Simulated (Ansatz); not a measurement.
Ge2Rh in space group Cmcm (No. 63; Ge on 4c, Ge on 4c, Rh on 4c), plane-wave PAW PBE (Ansatz code), all energies at zero smearing, with the estimated change up to a 700 eV cutoff added, with one set of potentials and settings (totals compare only within such a set). Cell of 6 atoms (4 Ge, 2 Rh): -29986.282 eV.

| element | reference phase | E (eV/atom) |
|---|---|---|
| Ge | Fd-3m, 2 atoms in the cell | -4294.9847 |
| Rh | Fm-3m, 1 atoms in the cell | -6402.8911 |

Formation energy per atom, worked out: (-29986.282 − 4×(-4294.9847) − 2×(-6402.8911))/6 = -0.094 eV/atom (-9 kJ per mol of atoms), at 0 K, without zero-point energy or fitted corrections.

The cell is a constructed one: a structure type filled with these elements; neither database checked (COD, Materials Project) lists it. Whether it is the stable phase at ambient conditions was not checked. The cell was relaxed with PBE under the symmetry of its start; its stability against distortions is not shown here. No spin polarisation was allowed. The references are the lowest solids computed at this level, not always the standard phases.

Potentials: the later of the program's two PAW sets.
